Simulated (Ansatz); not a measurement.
Starting cell, HfN (rock salt):

```
HfN
1.0
    0.00000     4.52548     4.52548
    2.26274     0.00000     2.26274
    2.26274     2.26274     0.00000
N Hf
2 2
Direct
  0.00000   0.00000   0.00000
  0.50000   0.00000   0.00000
  0.25000   0.50000   0.50000
  0.75000   0.50000   0.50000
```

The atoms are displaced by Q × the pattern below (from a DFPT mode at L = (0.5, 0.0, 0.0), largest move 1; Q in Å), at fixed cell. (q is in reciprocal vectors of the primitive cell; the cell shown is doubled to hold the pattern.)

| atom | x | y | z |
|---|---|---|---|
| N1 | 0.577 | -0.577 | -0.577 |
| N2 | -0.577 | 0.577 | 0.577 |

Atoms not listed stay in place.

All values below come from r2SCAN (plane waves to 500 eV, PAW, scalar-relativistic; Ansatz, a program for electronic structure). k mesh 9×18×18 (Γ-centred), Fermi-Dirac smearing 0.05 eV. The energy includes the smearing's −TS. With partly filled bands, energies and forces of such displacements shift with the k mesh and the smearing. HfN is run without spin polarisation. HfN was relaxed with its symmetry unable to fall. Spin-orbit coupling is left out, though Hf is heavy. ΔE is measured from the undisplaced structure. The last digit holds for this mesh only.

```json
[
 {"Q (Å)": "-0.1000", "ΔE (meV/cell)": "123.3"},
 {"Q (Å)": "-0.0833", "ΔE (meV/cell)": "withheld"},
 {"Q (Å)": "-0.0667", "ΔE (meV/cell)": "55.0"},
 {"Q (Å)": "-0.0500", "ΔE (meV/cell)": "30.9"},
 {"Q (Å)": "-0.0333", "ΔE (meV/cell)": "13.7"},
 {"Q (Å)": "-0.0167", "ΔE (meV/cell)": "3.4"},
 {"Q (Å)": "0.0000", "ΔE (meV/cell)": "0.0"},
 {"Q (Å)": "0.0167", "ΔE (meV/cell)": "3.4"},
 {"Q (Å)": "0.0333", "ΔE (meV/cell)": "13.7"},
 {"Q (Å)": "0.0500", "ΔE (meV/cell)": "30.9"},
 {"Q (Å)": "0.0667", "ΔE (meV/cell)": "55.0"},
 {"Q (Å)": "0.0833", "ΔE (meV/cell)": "withheld"},
 {"Q (Å)": "0.1000", "ΔE (meV/cell)": "123.3"}
]
```

Task: Fit an even polynomial form (powers 2, 4) to the given rows and predict ΔE at Q = 0.0833.

Result: Least squares on the 11 given rows: ΔE = (12380)·Q² + (-4778)·Q⁴, in meV/cell with Q in Å; root-mean-square residual 0.03 meV/cell. At 0.0833 the fit gives 85.7 meV/cell; the calculation gives 85.8 meV/cell, so the interpolation is off by -0.1 (-0.1 %). The quadratic term alone would give 85.9 meV/cell.

(A displaced cell: forces are minus the slopes of the energy, force constants its curvatures, and phonons follow from these.)
